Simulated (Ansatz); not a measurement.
Given:

Starting cell, GaN (wurtzite):

```
CELL_PARAMETERS angstrom
      3.21838     0.00000     0.00000
     -1.60919     2.78720     0.00000
      0.00000     0.00000     5.24320
ATOMIC_POSITIONS crystal
  Ga 0.66667 0.33333 0.00096
  Ga 0.33333 0.66667 0.50096
  N  0.66667 0.33333 0.62424
  N  0.33333 0.66667 0.12424
```

Scan: atom 3 (N, nearest neighbour Ga at 1.967 Å; its periodic images, 3.2 Å or more away, move with it) is displaced along Cartesian [110], direction (0.707, 0.707, 0.000) in Cartesian axes, by s. The other atoms stay.

Method: PBE (plane waves to 420 eV, PAW, scalar-relativistic; Ansatz, an electronic-structure program). k mesh 10×10×5 (Γ-centred), Fermi-Dirac smearing 0.05 eV. E stands for the smeared free energy. GaN was relaxed with its symmetry unable to fall. ΔE is measured from the undisplaced structure.

The scan covers s from -0.200 to 0.200 Å in 11 points.

Q: Is this a single well or a double well?

A: A single well with its minimum at or next to zero displacement.

Q: Is the energy the same for displacements of ±0.200 Å, and if not, which side lies higher?

A: Not even: the positive side lies higher at ±0.200 Å. With its periodic images moving along, the atom's site symmetry in this cell is 3m..

Q: What is the energy change at s = 0.200 Å?

A: 298.4 meV/cell.

Q: What force acts on the atom along the line at s = -0.200 Å?

A: 2.01 eV/Å.

Q: What is the force constant k = d²E/ds² of this move at s = 0?

A: 12.4 eV/Å².

(A displaced cell: forces are minus the slopes of the energy, force constants its curvatures, and phonons follow from these.)
